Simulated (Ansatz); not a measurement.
CdSe (zinc blende)

```yaml
crystal:
  lattice:
    - [0.00000, 3.06666, 3.06666]
    - [3.06666, 0.00000, 3.06666]
    - [3.06666, 3.06666, 0.00000]
  atoms:
    - { symbol: Se, position: [0.75000, 0.75000, 0.75000] }
    - { symbol: Cd, position: [0.00000, 0.00000, 0.00000] }
```

The slice is a {100} plane (indices of the conventional cell) through the point (0.000, 0.000, 0.000) (fractional), spanned by u = [100] and v = [0 1 -1] in vectors of this cell: u (4.34 Å) and v (4.34 Å, at 90° to u). It covers one period; positions are fractions (u, v).

Level of theory: r2SCAN (plane waves to 500 eV, PAW, scalar-relativistic; Ansatz, a first-principles code). k mesh 9×9×9. Inside the PAW spheres the values are not all-electron values, and peaks at nuclei hang on which shells count as valence. CdSe was relaxed with its symmetry unable to fall. The PAW data are Ansatz's earlier set.

Sketch the electron localisation function (ELF) on this plane as a map.


```
v \ u  0.00  0.12  0.25  0.38  0.50  0.62  0.75  0.88
-----  ----  ----  ----  ----  ----  ----  ----  ----
0.88   0.49  0.35  0.14  0.25  0.40  0.25  0.14  0.35
0.75   0.18  0.14  0.10  0.08  0.13  0.08  0.10  0.14
0.62   0.31  0.25  0.08  0.02  0.02  0.02  0.08  0.25
0.50   0.52  0.40  0.13  0.02  0.01  0.02  0.13  0.40
0.38   0.31  0.25  0.08  0.02  0.02  0.02  0.08  0.25
0.25   0.18  0.14  0.10  0.08  0.13  0.08  0.10  0.14
0.12   0.49  0.35  0.14  0.25  0.40  0.25  0.14  0.35
0.00      x  0.49  0.18  0.31  0.52  0.31  0.18  0.49
```

Values: electron localisation function (ELF). Points within 0.5 Å of a nucleus are blanked (x), as the pseudised field means little there.
